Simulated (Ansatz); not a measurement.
BaSi$_{2}$:
```cif
data_BaSi2
_chemical_formula_sum 'Ba1 Si2'
_space_group_name_H-M_alt 'P-3m1'
_space_group_IT_number 164
_space_group_name_Hall '-P 3 2"'
_cell_length_a 4.03488
_cell_length_b 4.03488
_cell_length_c 5.20310
_cell_angle_alpha 90.000
_cell_angle_beta 90.000
_cell_angle_gamma 120.000
loop_
_atom_site_label
_atom_site_type_symbol
_atom_site_symmetry_multiplicity
_atom_site_Wyckoff_symbol
_atom_site_fract_x
_atom_site_fract_y
_atom_site_fract_z
_atom_site_occupancy
Ba1 Ba 1 a 0.00000 0.00000 0.00000 1
Si1 Si 2 d 0.33333 0.66667 0.44023 1
```

Relaxed with PBEsol.

**Question.** Which orbitals make up the states near the Fermi level in PBEsol in the plane-wave PAW code Ansatz?

**Answer.** Within 0.5 eV of the Fermi level: Si 3p 53 %, Si 3s 12 %, Ba 6s 6 %, outside the projected shells 29 %. Projections are on Löwdin-orthogonalised atomic valence shells; empty p or d shells of many metals are not among them.

**Question.** Tabulate the density of states.

**Answer.** States/eV per cell of 3 atoms, in 0.25 eV bins, energy from the Fermi level.

```
E (eV)  total  Si 3p  Si 3s  Ba 6s
------  -----  -----  -----  -----
-7.85    0.12   0.04   0.07   0.00
-7.60    0.40   0.16   0.22   0.00
-7.35    0.99   0.42   0.51   0.02
-7.10    0.96   0.41   0.49   0.01
-6.85    0.75   0.33   0.38   0.01
-6.60    0.61   0.27   0.30   0.00
-6.35    0.52   0.24   0.26   0.00
-6.10    0.46   0.22   0.23   0.00
-5.85    0.41   0.20   0.20   0.00
-5.60    0.37   0.18   0.18   0.00
-5.35    0.33   0.17   0.16   0.00
-5.10    0.31   0.16   0.14   0.00
-4.85    0.36   0.21   0.13   0.01
-4.60    0.52   0.35   0.13   0.02
-4.35    0.84   0.57   0.16   0.06
-4.10    0.94   0.74   0.11   0.03
-3.85    1.04   0.87   0.09   0.02
-3.60    1.19   1.02   0.08   0.02
-3.35    1.90   1.63   0.09   0.07
-3.10    1.64   1.42   0.09   0.04
-2.85    2.00   1.75   0.07   0.05
-2.60    3.19   2.76   0.10   0.08
-2.35    1.88   1.62   0.07   0.06
-2.10    1.35   1.15   0.05   0.05
-1.85    0.71   0.61   0.02   0.02
-1.60    0.67   0.52   0.04   0.03
-1.35    1.32   1.01   0.08   0.05
-1.10    1.25   0.91   0.07   0.05
-0.85    1.31   0.84   0.09   0.07
-0.60    1.35   0.79   0.09   0.11
-0.35    1.21   0.68   0.09   0.12
-0.10    1.14   0.63   0.12   0.07
0.15     0.90   0.46   0.12   0.04
0.40     0.97   0.45   0.17   0.02
0.65     1.18   0.50   0.22   0.03
0.90     1.51   0.63   0.31   0.04
1.15     1.44   0.57   0.22   0.05
1.40     1.19   0.42   0.14   0.08
1.65     2.15   0.70   0.28   0.26
1.90     2.22   0.69   0.24   0.29
2.15     2.42   0.73   0.21   0.32
2.40     2.80   0.78   0.18   0.31
2.65     3.32   0.77   0.17   0.27
2.90     3.76   0.79   0.19   0.20
3.15     3.71   0.77   0.18   0.12
3.40     2.90   0.73   0.15   0.09
3.65     3.02   0.82   0.15   0.06
3.90     2.53   0.69   0.12   0.05
```

The workflow started from a Materials Project entry (that database holds measured and hypothetical structures alike); the Crystallography Open Database copy checked does not list it. COD files the formula under space group No. 62, 191, so this cell is another polymorph or a model. Its standing as an ambient phase is unchecked. The PBEsol relaxation kept the symmetry of its start; whether a distortion lowers the energy is not shown. Spin–orbit coupling is left out wherever it is not named.

Potentials: the later of the program's two PAW sets.
